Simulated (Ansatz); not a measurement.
Question: Each is relaxed and computed with HSE06 in the plane-wave PAW code Ansatz. Which alone has a direct gap?
A) GeS, zinc blende
B) GaP, P6_222 (Ga on 3c, P on 3d)
C) GaSb, zinc blende
D) BP, zinc blende

Answer: C, GaSb, zinc blende. GaSb: gap 0.74 eV (direct); GaP: gap 0.95 eV (indirect); GeS: gap 0.39 eV (indirect); BP: gap 1.95 eV (indirect). Constructed cells (a structure type filled with these elements, in neither database checked): GaP, P6_222 (Ga on 3c, P on 3d); GeS, zinc blende. Not the usual ambient phase: GaP, P6_222 (Ga on 3c, P on 3d). All cells were relaxed under the symmetry of their starts (and spin orders); stability against distortions was not tested throughout. Scalar-relativistic: spin–orbit coupling is off unless named, which matters more the heavier the elements.

Potentials: the later of the program's two PAW sets.
